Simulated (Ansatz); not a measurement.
TaRu:
```
CELL_PARAMETERS angstrom
      0.00000     2.60344     2.60344
      2.60344     0.00000     2.60344
      2.60344     2.60344     0.00000
ATOMIC_POSITIONS crystal
  Ru 0.00000 0.00000 0.00000
  Ta 0.50000 0.50000 0.50000
```

Relaxed with PBE. Special points in fractions of this cell's reciprocal vectors: Γ (0.000, 0.000, 0.000); X (0.500, 0.000, 0.500); U (0.625, 0.250, 0.625); K (0.375, 0.375, 0.750); L (0.500, 0.500, 0.500); W (0.500, 0.250, 0.750).

Q: List the band energies nearest the Fermi level at these points for PBE with spin–orbit coupling in the plane-wave PAW code Ansatz.

A: In eV from the Fermi level; about four levels below and three above (degenerate sets whole), none deeper than 8.9 eV; points with the same levels are listed once.

```csv
k,below,above
Γ,-3.93 -3.93 -3.93 -3.93 -3.74 -3.74,3.68 3.68 3.68 3.68
X,-0.55 -0.55 -0.38 -0.38,2.47 2.47 2.76 2.76
U,-2.48 -2.48 -1.03 -1.03,0.91 0.91 1.95 1.95
L,-0.62 -0.62 -0.36 -0.36,1.14 1.14 1.78 1.78
W,-0.60 -0.60 -0.06 -0.06,1.87 1.87 1.97 1.97
```

Space group Fm-3m (rock salt). The start of the workflow was typed in or built on a structure type; neither database checked (COD, Materials Project) lists it. COD files the formula under space group No. 123, 221, so this cell is another polymorph or a model. Its standing as an ambient phase is unchecked. The PBE relaxation kept the symmetry of its start; whether a distortion lowers the energy is not shown. The run is not spin-polarised. Its formation energy is positive at this level, so the cell may be metastable or incomplete.

Potentials: the later of the program's two PAW sets.
